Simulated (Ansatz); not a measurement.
Be3Ru in space group I4/mmm (No. 139; Be on 4d, Be on 2b, Ru on 2a), plane-wave PAW PBE (Ansatz code), all energies at zero smearing, with the estimated change up to a 700 eV cutoff added, with one set of potentials and settings (totals compare only within such a set). Cell of 4 atoms (3 Be, 1 Ru): -6158.264 eV.

```json
[
 {"element": "Be", "reference phase": "P6_3/mmc, 2 atoms in the cell", "E (eV/atom)": "-92.7620"},
 {"element": "Ru", "reference phase": "P6_3/mmc, 2 atoms in the cell", "E (eV/atom)": "-5878.6876"}
]
```

Formation energy per atom, worked out: (-6158.264 − 3×(-92.7620) − 1×(-5878.6876))/4 = -0.323 eV/atom (-31 kJ per mol of atoms), at 0 K, without zero-point energy or fitted corrections.

The first step of the workflow began from a Materials Project structure, measured or hypothetical; the Crystallography Open Database copy checked does not list it. With Be and Ru taken as one species the cell has the higher symmetry I4/mmm, so it may be an ordered model of a mixed-site phase. Whether it is the stable phase at ambient conditions was not checked. The cell was relaxed with PBE under the symmetry of its start; whether a distortion lowers the energy is not shown. The run is not spin-polarised. The references are the lowest solids computed at this level, not always the standard phases.

Potentials: the later of the program's two PAW sets.
